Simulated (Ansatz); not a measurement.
Li6SiS2N2: short dynamics, then relaxation

A packing of 22 atoms, thrown in at random and pushed apart as soft spheres with like charges further apart (12 Li, 4 N, 4 S, 2 Si) went through Langevin stages in a fixed cell of 15.45 Å³/atom, at one k point, without spin and with a Fermi–Dirac width of kT (0.05 eV at least). Theory: DFT PBE+D3(BJ), scalar-relativistic, plane waves, PAW in Ansatz.

```csv
thermostat (K),duration (fs),friction (1/fs),cutoff (eV),mean T (K),mean P (GPa),mean square displacement (Å²)
1800,36,0.030,320,2475,1.1,0.44
1800,375,0.030,420,1901,0.5,2.36
1300,345,0.030,420,1292,-2.1,0.78
720,375,0.030,420,721,-2.2,1.12
300,375,0.030,420,299,-4.3,0.29
```

Means run over the second half of a stage; pressure includes the kinetic part; displacements count from the stage's start, the atoms' common shift taken off. In so short a run the atoms moved about a bond length or less in the hot stages, so this is an annealed packing, not a quenched equilibrium liquid.

Cell and atoms were then relaxed on coarser meshes and computed once more: Settings: cutoff 420 eV, Γ-centred mesh 4×4×4 on the computed 22-atom cell, Gaussian smearing of 0.02 eV; no spin polarisation.

Task: What structure is left?

Result: One draw of many: 12.70 Å³/atom with a gap on the mesh of 1.40 eV (a random packing after short dynamics, relaxed).

Counting as bonded all pairs within 1.2 times the summed covalent radii, but none from a metal cation to another cation:

```tsv
atom → neighbour	mean count	mean length (Å)	spread (Å)
Li → N	1.92	2.06	0.09
Li → S	1.67	2.45	0.09
N → Li	5.75	2.06	0.09
N → S	0.25	1.71	0.00
N → Si	0.50	1.66	0.01
S → Li	5.00	2.45	0.09
S → N	0.25	1.71	0.00
S → Si	1.00	2.24	0.06
Si → N	1.00	1.66	0.01
Si → S	2.00	2.24	0.06
```

Angles between all pairs of such bonds at an atom (mean ± spread): 110 ± 20° at Li, 103 ± 31° at N, 101 ± 31° at S, 108 ± 10° at Si.

```
Si S Li N
1.0
     6.37925    0.27624    0.06583
     0.25936    6.55139   -0.07760
     0.06103   -0.07851    6.69982
Si S Li N
2 4 12 4
Direct
  0.36294 0.22325 0.73693
  0.08547 0.68502 0.06608
  0.01262 0.35967 0.05636
  0.88932 0.78573 0.32870
  0.87520 0.79414 0.82824
  0.36777 0.51359 0.54338
  0.68316 0.46091 0.75390
  0.00455 0.52298 0.60076
  0.63533 0.70538 0.07920
  0.16716 0.25272 0.40435
  0.84054 0.14582 0.26390
  0.44549 0.40848 0.07782
  0.03831 0.00307 0.59151
  0.65284 0.03996 0.53050
  0.81558 0.16129 0.84660
  0.35853 0.80355 0.77806
  0.70707 0.45457 0.37733
  0.32954 0.82411 0.35120
  0.34335 0.03053 0.57168
  0.85662 0.26019 0.55659
  0.74369 0.37024 0.07263
  0.33783 0.71931 0.06358
```

Cost: 6 runs of about 38 core-minutes in all (earlier runs that led there not counted), on Arm Neoverse V2 (shared hosts).